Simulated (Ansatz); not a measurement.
A geometry of Nb away from equilibrium: step 3 of the relaxation of a relaxed Nb cell, doubled along one cell vector, shaken by Gaussian noise of σ = 0.08 Å a coordinate. Method: PBEsol (plane waves to 420 eV, PAW, scalar-relativistic; Ansatz, an electronic-structure program). Γ-centred k-mesh 14×14×7 on the run's cell (coarser than for final values), Fermi–Dirac smearing 0.05 eV.

```xyz
4
Lattice="0.0132 2.7247 4.8921 1.3660 0.0208 4.8844 2.7366 5.4235 0.0215" Properties=species:S:1:pos:R:3:forces:R:3 pbc="T T T" free_energy=-17981.186 pressure_GPa=-1.5
Nb     0.7391     1.4163     2.4117    0.1410   -0.1132    0.0244
Nb     2.1289     4.0980     2.4251   -0.0802    0.0012    0.0580
Nb     0.0624    -0.0108    -0.0205   -0.2636    0.1216   -0.0708
Nb     1.3941     2.7347    -0.0236    0.2028   -0.0095   -0.0116
```

Positions in Å, forces in eV/Å, free energy of the cell in eV (comparable only within this code, potentials and settings). Largest force: 0.30 eV/Å, on Nb3 (atoms numbered as listed); the geometry lies 0.16 eV/atom above the end of its relaxation.

No spin polarisation in the result.

Of the parent cell (Fddd (No. 70)): it is a generated cell of Nb: the first start was made by placing the elements on the sites of a structure type, and the end was not matched to a known phase here, so it may be hypothetical. Known forms of Nb include space group No. 229.
